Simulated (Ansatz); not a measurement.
**Ta₂O₅: clamped-ion strain scan**

Computed with Ansatz, DFT r2SCAN, scalar-relativistic, plane waves, PAW. Settings: plane waves to 500 eV, k-mesh 8×8×4 (Γ-centred), Gaussian smearing 0.05 eV. Spin–orbit coupling is left out, which matters for the heavy elements here. No spin polarisation. Energies are free energies at this smearing, counted from the undisturbed cell; pressure is positive in compression.

The starting cell (relaxed at this level; it needn't be the usual structure):

```yaml
crystal:
  lattice:
    - [3.66565, 0.00000, 0.00000]
    - [0.00000, 3.85735, 0.00000]
    - [0.00000, 0.00000, 6.45619]
  atoms:
    - { symbol: Ta, position: [0.50000, 0.00000, 0.50000] }
    - { symbol: Ta, position: [0.00000, 0.00000, 0.00000] }
    - { symbol: O, position: [0.50000, 0.50000, 0.50000] }
    - { symbol: O, position: [0.00000, 0.00000, 0.67967] }
    - { symbol: O, position: [0.00000, 0.50000, 0.00000] }
    - { symbol: O, position: [0.50000, 0.00000, 0.00000] }
    - { symbol: O, position: [0.00000, 0.00000, 0.32033] }
```

The cell is strained by ε times the Voigt pattern (0, 0, 0, 0, 1, 0) (xx, yy, zz, yz, xz, xy; engineering shear) with fractional coordinates fixed.

```csv
ε,ΔE (meV/atom),"stress summed along the pattern (GPa, tension positive)",pressure (GPa),gap on the mesh (eV)
-0.1500,?,-10.80,2.7,?
-0.0750,15.1,-5.00,0.7,0.67
0.0000,0.0,0.00,0.0,0.64
0.0187,0.9,1.21,0.1,0.64
0.0375,3.7,2.45,0.2,0.65
0.0562,8.4,3.70,?,?
0.0937,23.8,6.34,1.0,0.66
0.1125,34.7,7.75,1.5,0.60
0.1312,47.8,9.23,2.0,0.53
```

By symmetry 0.1500 repeats -0.1500, -0.1125 repeats 0.1125, 0.0750 repeats -0.0750, -0.0375 repeats 0.0375 in energy, with the opposite slope along the path.

Task: Give the withheld values.

Result: ΔE (meV/atom) at ε = -0.1500: 63.5; gap on the mesh (eV) at ε = -0.1500: 0.45; pressure (GPa) at ε = 0.0562: 0.4; gap on the mesh (eV) at ε = 0.0562: 0.66.